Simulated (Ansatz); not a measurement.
Space group P-3m1 (No. 164). a = 3.141 Å, b = 3.141 Å, c = 6.125 Å, α = 90.00°, β = 90.00°, γ = 120.00°
```
atom site symmetry x y z
  Mo    1b      -3m.  0.0000  0.0000  0.5000
   S    2d       3m.  0.3333  0.6667  0.2411
```

Equation of state of this MoS2 structure (not necessarily the ground state), with shape and atoms relaxed at each volume where symmetry leaves them free. It has no gap at any of these volumes. Theory: Ansatz, DFT PBEsol, scalar-relativistic, plane waves, PAW.

Plane waves to 420 eV, a k mesh through Γ of 18×18×8 on the computed 3-atom cell and Gaussian smearing (0.10 eV); no spin polarisation.

| V (Å³/atom) | E − E(largest V) (meV/atom) | P (GPa) |
| --- | --- | --- |
| 16.399 | 3.07 | 2.12 |
| 16.922 | -1.40 | 0.83 |
| 17.445 | -2.56 | 0.02 |
| 17.969 | -1.84 | -0.53 |
| 18.492 | 0.00 | -0.73 |

Problem. Fit a third-order Birch–Murnaghan equation to E(V).

Solution. V0 = 17.46 Å³/atom, B0 = 20 GPa, B0' = 17.4. B0' is unusual or poorly fixed by this range.

The cell holds layers, and where no dispersion correction was added their binding is poorly described.

This form isn't the usual stable structure of the compound.